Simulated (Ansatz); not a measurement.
Starting cell, SiO2 (alpha-cristobalite type, space group P4_12_12):

```
SiO2
1.0
    5.08475     0.00000     0.00000
    0.00000     5.08475     0.00000
    0.00000     0.00000     7.10083
Si O
4 8
Direct
  0.29375   0.29375   0.50000
  0.79375   0.20625   0.25000
  0.20625   0.79375   0.75000
  0.70625   0.70625   0.00000
  0.24122   0.09325   0.67415
  0.74122   0.40675   0.07585
  0.25878   0.59325   0.57585
  0.75878   0.90675   0.17415
  0.90675   0.75878   0.82585
  0.40675   0.74122   0.92415
  0.59325   0.25878   0.42415
  0.09325   0.24122   0.32585
```

A phonon eigenvector at Γ is frozen into this cell: atom i moves by Q times the vector below, so Q is the largest atomic displacement, in Å. The cell is held.

```json
[
 {"atom": "Si1", "x": "-0.143", "y": "0.143", "z": "0.558"},
 {"atom": "Si2", "x": "0.143", "y": "0.143", "z": "0.558"},
 {"atom": "Si3", "x": "-0.143", "y": "-0.143", "z": "0.558"},
 {"atom": "Si4", "x": "0.143", "y": "-0.143", "z": "0.558"},
 {"atom": "O5", "x": "0.106", "y": "0.865", "z": "-0.490"},
 {"atom": "O6", "x": "-0.106", "y": "0.865", "z": "-0.490"},
 {"atom": "O7", "x": "0.106", "y": "-0.865", "z": "-0.490"},
 {"atom": "O8", "x": "-0.106", "y": "-0.865", "z": "-0.490"},
 {"atom": "O9", "x": "0.865", "y": "0.106", "z": "-0.490"},
 {"atom": "O10", "x": "-0.865", "y": "0.106", "z": "-0.490"},
 {"atom": "O11", "x": "0.865", "y": "-0.106", "z": "-0.490"},
 {"atom": "O12", "x": "-0.865", "y": "-0.106", "z": "-0.490"}
]
```

Level of theory: PBE (plane waves to 420 eV, PAW, scalar-relativistic; Ansatz, a quantum-chemistry and plane-wave program). k mesh 5×5×4 (Γ-centred), Fermi-Dirac smearing 0.05 eV. Stress and pressure are positive under compression. SiO2 was relaxed with its symmetry unable to fall. 

```tsv
Q (Å)	−dE/dQ from forces (eV/Å)	P (GPa)
-0.180	[?]	32.7
-0.150	124.262	22.4
-0.120	92.678	14.1
-0.090	[?]	[?]
-0.060	41.917	[?]
-0.030	20.412	0.9
0.000	0.000	0.0
0.030	-20.412	0.9
0.060	-41.917	[?]
0.090	[?]	[?]
0.120	-92.678	14.1
0.150	-124.261	22.4
0.180	[?]	32.7
```

Task: Some entries are withheld; supply them.

Result: 
- -0.180, −dE/dQ from forces (eV/Å): 161.622
- -0.090, −dE/dQ from forces (eV/Å): 65.625
- -0.090, P (GPa): 7.9
- -0.060, P (GPa): 3.5
- 0.060, P (GPa): 3.5
- 0.090, −dE/dQ from forces (eV/Å): -65.625
- 0.090, P (GPa): 7.9
- 0.180, −dE/dQ from forces (eV/Å): -161.622

(For displaced atoms, the force is minus the slope of the energy, and its curvature is a force constant, which sets phonon frequencies.)
